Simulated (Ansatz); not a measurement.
Recipe of this trial structure of Be3AgS4: random cell by space group and Wyckoff sites (Pm-3m, No. 221). Its size is a rough estimate.

```
CELL_PARAMETERS angstrom
5.25297 0.00000 0.00000
0.00000 5.25297 0.00000
0.00000 0.00000 5.25297
ATOMIC_POSITIONS crystal
Be 0.00000 0.50000 0.50000
Be 0.50000 0.00000 0.50000
Be 0.50000 0.50000 0.00000
Ag 0.50000 0.50000 0.50000
S 0.50000 0.00000 0.00000
S 0.00000 0.50000 0.00000
S 0.00000 0.00000 0.50000
S 0.00000 0.00000 0.00000
```

Method: DFT PBE, scalar-relativistic, plane waves, PAW in Ansatz. Cutoff 420 eV, Gaussian smearing, Γ-centred meshes. Cell and atoms relax first on a coarse mesh and then on a finer one. In between, the cell is made exact in the group found at 0.06 Å. In metals the finer mesh still leaves noise of several meV/atom or more. The steps can't lower the symmetry of their start. No spin polarisation in the relaxation; trial moments died out in a coarse test.

A guess keeps its type if space group and coordination stay and the shape of the cell changes little (axis ratios within about 15 %, angles within 6°); the volume may change.

Q: Does this structure survive the relaxation?

A: It keeps its type: symmetry leaves only the cell edge free. The symmetry stays Pm-3m (No. 221). The volume per atom shrinks by 21.1 %, from 18.1 to 14.3 Å³. The shortest distance goes from 2.63 Å (Be–Ag, Be–S and S–S) to 2.43 Å (Be–Ag, Be–S and S–S). Counting neighbours within 15 % of an atom's shortest distance, the start has Ag 6, Be 6, S 6 and the end Ag 6, Be 6, S 6.

The last run used an 8×8×8 mesh for its 8-atom cell and Gaussian smearing of 0.10 eV. An odd number of electrons in the primitive cell allows no gap without spin; a larger cell or a magnetic state could open one. Symmetry constrained the relaxation, so the result can be a saddle point.
